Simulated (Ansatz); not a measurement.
The relaxed structure here is a generated cell of HgTe: the first start was made by placing the elements on the sites of a structure type, and the end was not matched to a known phase here, so it may be hypothetical. Known forms of HgTe include space group No. 216.

One starting cell of HgTe (a generated cell, HgTe placed in the PtS structure type) was relaxed twice with Ansatz (plane waves, PAW, scalar-relativistic): with r2SCAN at 500 eV and with PBE at 420 eV. The r2SCAN result:

```yaml
crystal:
  lattice:
    - [4.32171, 0.00000, 0.00000]
    - [0.00000, 4.32171, 0.00000]
    - [0.00000, 0.00000, 7.93189]
  atoms:
    - { symbol: Hg, position: [0.00000, 0.50000, 0.00000] }
    - { symbol: Hg, position: [0.50000, 0.00000, 0.50000] }
    - { symbol: Te, position: [0.00000, 0.00000, 0.25000] }
    - { symbol: Te, position: [0.00000, 0.00000, 0.75000] }
```

```tsv
quantity	r2SCAN	PBE
space group	P4₂/mmc	P4₂/mmc
volume (Å³/atom)	37.04	___
a (Å)	4.322	___
c (Å)	7.932	___
gap (eV, no spin-orbit coupling)	0.00	___
```

Q: Fill in the PBE column.

A: 
- volume (Å³/atom), PBE: 38.84
- a (Å), PBE: 4.433
- c (Å), PBE: 7.904
- gap (eV, no spin-orbit coupling), PBE: 0.00

Both levels end in the same structure; PBE's volume is 4.9 % larger. Neither column is exact.

No spin polarisation in the result.

The run could not lose the symmetry of its start: the end is stationary, and may be a saddle point rather than a minimum.

All atoms sit on sites fixed by symmetry, so only the cell could relax.

Ansatz is a first-principles code.
